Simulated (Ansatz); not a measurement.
This cell of Cs (bcc, W type) is off equilibrium:

```
Cs
1.0
   -3.01564     3.01564     3.01564
    3.01564    -3.01564     3.01564
    3.01564     3.01564    -3.01564
Cs
1
Direct
  0.00000   0.00000   0.00000
```

The numbers are results of PBE (plane waves to 420 eV, PAW, scalar-relativistic; Ansatz, a first-principles code), not measurements. k mesh 11×11×11 (Γ-centred), Fermi-Dirac smearing 0.05 eV. The energy includes the smearing's −TS. Compression counts positive. Cs was relaxed with its symmetry unable to fall.

### Question
Give the stress tensor in GPa and the pressure.

### Answer
```
    0.1      0.0      0.0
    0.0      0.1      0.0
    0.0      0.0      0.1
```
The pressure, a third of the trace, is 0.1 GPa.

### Question
It is the relaxed cell scaled evenly to V/V₀ = 0.940, atoms relaxed where free. What is its energy relative to the relaxed cell?

### Answer
3 meV/atom.

(A scan under strain: stresses follow from slopes of the energy per volume, elastic moduli from its curvatures.)
